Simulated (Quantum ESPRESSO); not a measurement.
# In3MgO5F: one run as intended and one with a planted mistake

Simulated, not a measurement. The program is pw.x of Quantum ESPRESSO 7.5 (plane-wave density functional theory). The cell is made up: 10 atoms on a corundum lattice, with randomly drawn elements, strain and displacements, not relaxed. PseudoDojo standard norm-conserving files (v0.5 for PBE, v0.4.1 for LDA and PBEsol) set the functional; there is no spin polarisation, spin-orbit coupling or dispersion term, and the masses in the input are unused placeholders.

Intended input:

```
&control calculation='scf', pseudo_dir='./dojo.nc.sr.pbe.v0_5.standard.upf', outdir='./o', disk_io='medium', tprnfor=.true., tstress=.true. /
&system ibrav=0, nat=10, ntyp=4, nbnd=49, ecutwfc=84.00895049, nosym=.true., tot_charge=0,
 occupations='smearing', smearing='fd', degauss=0.0018374661
/
&electrons conv_thr=7.350e-09, electron_maxstep=60, /
ATOMIC_SPECIES
F 1.0 F.upf
In 1.0 In.upf
Mg 1.0 Mg.upf
O 1.0 O.upf
CELL_PARAMETERS angstrom
2.7716 1.6617 4.9316
-2.8991 1.6646 5.003
-0.0612 -3.3667 4.9805
ATOMIC_POSITIONS angstrom
In -0.0467 0.0263 5.244
In -0.0052 0.0002 2.202
Mg -0.1021 -0.0151 9.6304
In -0.1695 -0.0438 12.7107
O -1.1928 1.6364 8.7356
O -1.0394 -1.795 8.6723
F 1.839 0.1148 8.6821
O 1.04 -1.7179 6.2145
O 0.7573 1.8201 6.1777
O -2.0515 -0.1205 6.276
K_POINTS automatic
5 5 5 1 1 1
```

The log is shortened where brackets say so; the opening notice, blank lines, dates and the lines on written files are dropped, and the path of the files is cut. It prints rydbergs, bohrs and kilobars, and counts compression as positive stress.

Log of the intended run:

```
     Program PWSCF v.7.5
     Parallel version (MPI & OpenMP), running on       1 processor cores
     Number of MPI processes:                 1
     Threads/MPI process:                     1
     [start-up lines left out]
     bravais-lattice index     =            0
     lattice parameter (alat)  =      11.1420  a.u.
     unit-cell volume          =     956.7992 (a.u.)^3
     number of atoms/cell      =           10
     number of atomic types    =            4
     number of electrons       =        86.00
     number of Kohn-Sham states=           49
     kinetic-energy cutoff     =      84.0090  Ry
     charge density cutoff     =     336.0358  Ry
     scf convergence threshold =      7.3E-09
     mixing beta               =       0.7000
     number of iterations used =            8  plain     mixing
     Exchange-correlation= PBE
                           (   1   4   3   4   0   0   0)
     [axes and pseudopotential details left out]
   Cartesian axes
     site n.     atom                  positions (alat units)
         1        In     tau(   1) = (  -0.0079205   0.0044606   0.8894053  )
         2        In     tau(   2) = (  -0.0008819   0.0000339   0.3734688  )
         3        Mg     tau(   3) = (  -0.0173166  -0.0025610   1.6333580  )
         4        In     tau(   4) = (  -0.0287479  -0.0074287   2.1557903  )
         5        O      tau(   5) = (  -0.2023041   0.2775406   1.4815960  )
         6        O      tau(   6) = (  -0.1762868  -0.3044399   1.4708600  )
         7        F      tau(   7) = (   0.3119024   0.0194706   1.4725222  )
         8        O      tau(   8) = (   0.1763886  -0.2913634   1.0540064  )
         9        O      tau(   9) = (   0.1284414   0.3086969   1.0477650  )
        10        O      tau(  10) = (  -0.3479434  -0.0204373   1.0644371  )
     number of k points=    63  Fermi-Dirac smearing, width (Ry)=  0.0018
                       cart. coord. in units 2pi/alat
        k(    1) = (   0.0014936   0.0003120   0.1186125), wk =   0.0320000
        k(    2) = (   0.0023614  -0.2339250   0.1970508), wk =   0.0320000
     [further k points left out]
     Dense  grid:    99503 G-vectors     FFT dimensions: (  72,  72,  72)
     Estimated max dynamical RAM per process >     155.63 MB
     Initial potential from superposition of free atoms
     starting charge      85.9875, renormalised to      86.0000
     Starting wfcs are   56 randomized atomic wfcs
     total cpu time spent up to now is       49.8 secs
     per-process dynamical memory:    92.5 Mb
     Self-consistent Calculation
     iteration #  1     ecut=    84.01 Ry     beta= 0.70
     Davidson diagonalization with overlap
     ethr =  1.00E-02,  avg # of iterations =  2.4
     total cpu time spent up to now is      137.0 secs
     total energy              =    -731.06227772 Ry
     estimated scf accuracy    <       2.80629828 Ry
     iteration #  2     ecut=    84.01 Ry     beta= 0.70
     Davidson diagonalization with overlap
     ethr =  3.26E-03,  avg # of iterations =  3.1
     total cpu time spent up to now is      227.6 secs
     total energy              =    -731.55841783 Ry
     estimated scf accuracy    <       5.26010896 Ry
     [iterations 3 to 12 left out]
     iteration # 13     ecut=    84.01 Ry     beta= 0.70
     Davidson diagonalization with overlap
     ethr =  2.22E-11,  avg # of iterations =  4.8
     total cpu time spent up to now is     1328.2 secs
     total energy              =    -732.51089354 Ry
     estimated scf accuracy    <       0.00000002 Ry
     iteration # 14     ecut=    84.01 Ry     beta= 0.70
     Davidson diagonalization with overlap
     ethr =  2.22E-11,  avg # of iterations =  2.0
     total cpu time spent up to now is     1403.2 secs
     End of self-consistent calculation
     [lines on levels left out]
!    total energy              =    -732.51089354 Ry
     estimated scf accuracy    <          5.6E-09 Ry
     smearing contrib. (-TS)   =      -0.00000000 Ry
     internal energy E=F+TS    =    -732.51089354 Ry
     The total energy is F=E-TS. E is the sum of the following terms:
     one-electron contribution =    -254.90327104 Ry
     hartree contribution      =     184.03110494 Ry
     xc contribution           =    -189.04795844 Ry
     ewald contribution        =    -472.59076901 Ry
     convergence has been achieved in  14 iterations
     Forces acting on atoms (cartesian axes, Ry/au):
     atom    1 type  2   force =     0.01383984    0.03337061    0.06189616
     atom    2 type  2   force =     0.01464193    0.03673569   -0.05899328
     atom    3 type  3   force =    -0.03591582   -0.00466040    0.01683714
     atom    4 type  2   force =     0.01194395   -0.04286296   -0.03505625
     atom    5 type  4   force =    -0.03039427   -0.00163570    0.00015089
     atom    6 type  4   force =     0.03649133   -0.02585533    0.01804463
     atom    7 type  1   force =    -0.02460448   -0.00022385    0.01242079
     atom    8 type  4   force =     0.00517203    0.01748475   -0.00472662
     atom    9 type  4   force =     0.01469939    0.01079265    0.00111074
     atom   10 type  4   force =    -0.00587389   -0.02314545   -0.01168421
     Total force =     0.142799     Total SCF correction =     0.000077
     Computing stress (Cartesian axis) and pressure
          total   stress  (Ry/bohr**3)                   (kbar)     P=     -101.89
  -0.00085982   0.00011417   0.00000077         -126.48       16.80        0.11
   0.00011417  -0.00080365   0.00013530           16.80     -118.22       19.90
   0.00000077   0.00013530  -0.00041437            0.11       19.90      -60.96
     init_run     :     42.64s CPU     49.68s WALL (       1 calls)
     electrons    :   1302.01s CPU   1353.36s WALL (       1 calls)
     forces       :      9.20s CPU      9.39s WALL (       1 calls)
     stress       :     32.17s CPU     32.40s WALL (       1 calls)
     [timing details left out]
     PWSCF        :  23m 6.37s CPU  24m 5.54s WALL
     JOB DONE.
```

A second run has one planted mistake: the k-point mesh is too coarse. The input lines that differ, file-writing options aside:

```
- 5 5 5 1 1 1
+ 2 2 2 1 1 1
```

Its log:

```
     Program PWSCF v.7.5
     Parallel version (MPI & OpenMP), running on       1 processor cores
     Number of MPI processes:                 1
     Threads/MPI process:                     1
     [start-up lines left out]
     bravais-lattice index     =            0
     lattice parameter (alat)  =      11.1420  a.u.
     unit-cell volume          =     956.7992 (a.u.)^3
     number of atoms/cell      =           10
     number of atomic types    =            4
     number of electrons       =        86.00
     number of Kohn-Sham states=           49
     kinetic-energy cutoff     =      84.0090  Ry
     charge density cutoff     =     336.0358  Ry
     scf convergence threshold =      7.3E-09
     mixing beta               =       0.7000
     number of iterations used =            8  plain     mixing
     Exchange-correlation= PBE
                           (   1   4   3   4   0   0   0)
     [axes and pseudopotential details left out]
   Cartesian axes
     site n.     atom                  positions (alat units)
         1        In     tau(   1) = (  -0.0079205   0.0044606   0.8894053  )
         2        In     tau(   2) = (  -0.0008819   0.0000339   0.3734688  )
         3        Mg     tau(   3) = (  -0.0173166  -0.0025610   1.6333580  )
         4        In     tau(   4) = (  -0.0287479  -0.0074287   2.1557903  )
         5        O      tau(   5) = (  -0.2023041   0.2775406   1.4815960  )
         6        O      tau(   6) = (  -0.1762868  -0.3044399   1.4708600  )
         7        F      tau(   7) = (   0.3119024   0.0194706   1.4725222  )
         8        O      tau(   8) = (   0.1763886  -0.2913634   1.0540064  )
         9        O      tau(   9) = (   0.1284414   0.3086969   1.0477650  )
        10        O      tau(  10) = (  -0.3479434  -0.0204373   1.0644371  )
     number of k points=     4  Fermi-Dirac smearing, width (Ry)=  0.0018
                       cart. coord. in units 2pi/alat
        k(    1) = (   0.0037340   0.0007801   0.2965312), wk =   0.5000000
        k(    2) = (   0.0015645   0.5863727   0.1004353), wk =   0.5000000
     [further k points left out]
     Dense  grid:    99503 G-vectors     FFT dimensions: (  72,  72,  72)
     Estimated max dynamical RAM per process >     155.63 MB
     Initial potential from superposition of free atoms
     starting charge      85.9875, renormalised to      86.0000
     Starting wfcs are   56 randomized atomic wfcs
     total cpu time spent up to now is        4.5 secs
     per-process dynamical memory:    89.5 Mb
     Self-consistent Calculation
     iteration #  1     ecut=    84.01 Ry     beta= 0.70
     Davidson diagonalization with overlap
     ethr =  1.00E-02,  avg # of iterations =  2.8
     total cpu time spent up to now is        9.4 secs
     total energy              =    -731.06119924 Ry
     estimated scf accuracy    <       2.80812175 Ry
     iteration #  2     ecut=    84.01 Ry     beta= 0.70
     Davidson diagonalization with overlap
     ethr =  3.27E-03,  avg # of iterations =  3.0
     total cpu time spent up to now is       15.5 secs
     total energy              =    -731.55859547 Ry
     estimated scf accuracy    <       5.24907051 Ry
     [iterations 3 to 12 left out]
     iteration # 13     ecut=    84.01 Ry     beta= 0.70
     Davidson diagonalization with overlap
     ethr =  1.76E-11,  avg # of iterations =  5.0
     total cpu time spent up to now is       76.4 secs
     total energy              =    -732.50991375 Ry
     estimated scf accuracy    <       0.00000002 Ry
     iteration # 14     ecut=    84.01 Ry     beta= 0.70
     Davidson diagonalization with overlap
     ethr =  1.76E-11,  avg # of iterations =  2.0
     total cpu time spent up to now is       80.1 secs
     End of self-consistent calculation
     [lines on levels left out]
!    total energy              =    -732.50991375 Ry
     estimated scf accuracy    <          2.5E-09 Ry
     smearing contrib. (-TS)   =      -0.00000000 Ry
     internal energy E=F+TS    =    -732.50991375 Ry
     The total energy is F=E-TS. E is the sum of the following terms:
     one-electron contribution =    -254.90862080 Ry
     hartree contribution      =     184.03923590 Ry
     xc contribution           =    -189.04975985 Ry
     ewald contribution        =    -472.59076901 Ry
     convergence has been achieved in  14 iterations
     Forces acting on atoms (cartesian axes, Ry/au):
     atom    1 type  2   force =     0.01374614    0.03304244    0.06274893
     atom    2 type  2   force =     0.01435316    0.03633314   -0.05970113
     atom    3 type  3   force =    -0.03564665   -0.00469714    0.01713799
     atom    4 type  2   force =     0.01159226   -0.04268503   -0.03539607
     atom    5 type  4   force =    -0.03056030   -0.00161585    0.00041316
     atom    6 type  4   force =     0.03645694   -0.02594130    0.01812432
     atom    7 type  1   force =    -0.02462796   -0.00029212    0.01242817
     atom    8 type  4   force =     0.00493779    0.01797006   -0.00492863
     atom    9 type  4   force =     0.01495400    0.01023210    0.00085460
     atom   10 type  4   force =    -0.00520538   -0.02234631   -0.01168135
     Total force =     0.143165     Total SCF correction =     0.000068
     Computing stress (Cartesian axis) and pressure
          total   stress  (Ry/bohr**3)                   (kbar)     P=     -101.49
  -0.00084917   0.00011478  -0.00000079         -124.92       16.88       -0.12
   0.00011478  -0.00079136   0.00013495           16.88     -116.41       19.85
  -0.00000079   0.00013495  -0.00042919           -0.12       19.85      -63.14
     init_run     :      4.12s CPU      4.38s WALL (       1 calls)
     electrons    :     72.52s CPU     75.60s WALL (       1 calls)
     forces       :      0.74s CPU      0.81s WALL (       1 calls)
     stress       :      2.17s CPU      2.26s WALL (       1 calls)
     [timing details left out]
     PWSCF        :   1m19.71s CPU   1m23.26s WALL
     JOB DONE.
```

|  | intended run | run with the mistake |
| --- | --- | --- |
| free energy (eV) | -9966.318 | -9966.305 |
| smearing term -TS (eV) | 0.0000 | 0.0000 |
| pressure (GPa) | -10.19 | -10.15 |
| largest force component (eV/Å) | 1.591 | 1.613 |
| largest change of a force component (eV/Å) |  | 0.022 |
| iterations | 14 | 14 |

For scale, a rerun of the intended cell at a cutoff of 1437 eV and k mesh 7 x 7 x 7 moved values by no more than 0.003 eV in energy, 0.03 GPa in stress and 0.002 eV/Å in force.